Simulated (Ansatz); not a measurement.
## Data sheet: Ag (DFT)

Ag:
```
CELL_PARAMETERS angstrom
      2.81437     0.00000     0.00000
     -1.40719     2.43732     0.00000
      0.00000     0.00000     4.67288
ATOMIC_POSITIONS crystal
  Ag 0.33333 0.66667 0.25000
  Ag 0.66667 0.33333 0.75000
```

Space group P6_3/mmc (No. 194), hcp (Mg type); conventional cell a = b = 2.8144 Å, c = 4.6729 Å, α = β = 90.00°, γ = 120.00°.

Method: LDA in the plane-wave PAW code Ansatz. The cell and atoms are relaxed at this level. Other levels are named where they apply.

**Cell and energy**

```
Property              Result
---------------  -----------
Volume per atom     16.03 Å³
Density          11.18 g/cm³
```

**Electronic structure**

```
Item                                                                        Result
------------------------------------  --------------------------------------------
Electronic character                                             metallic (no gap)
Density of states at the Fermi level  0.28 states/eV per atom (mean over ±0.08 eV)
```

**Mechanics**

```
Quantity                                                                                       Result
--------------------------------------------  -------------------------------------------------------
Bulk modulus (Birch–Murnaghan fit)                                                            138 GPa
Pressure derivative B′                                                                            5.6
Elastic constants (relaxed ions, GPa)         C11 = 200, C12 = 127, C13 = 94.2, C33 = 214, C44 = 30.1
Mechanical stability                                           stable (all eigenvalues of C positive)
Hill bulk and shear moduli                                                           138 and 37.8 GPa
Young's modulus                                                                               104 GPa
Poisson's ratio                                                                                  0.37
Debye temperature from the elastic constants                                                    245 K
```

The workflow started from a Materials Project entry (that database holds measured and hypothetical structures alike); the Crystallography Open Database files this formula in space group No. 194, but the cells were not matched. It is not the phase usual at ambient conditions (space group No. 225). The LDA relaxation kept the symmetry of its start; its stability against distortions is not shown here. No spin polarisation was allowed. As this level gives no gap, shear constants depend on the k-mesh and smearing (Fermi–Dirac, 0.1 eV here). Axis ratios of metals converge slowly with the k-mesh, so a and c are less sure than the volume. On the denser mesh and wider smearing of the elastic run this cell carries a stress of 0.6 GPa. Scalar-relativistic: spin–orbit coupling is off unless named, which matters more the heavier the elements.

Potentials: the later of the program's two PAW sets.
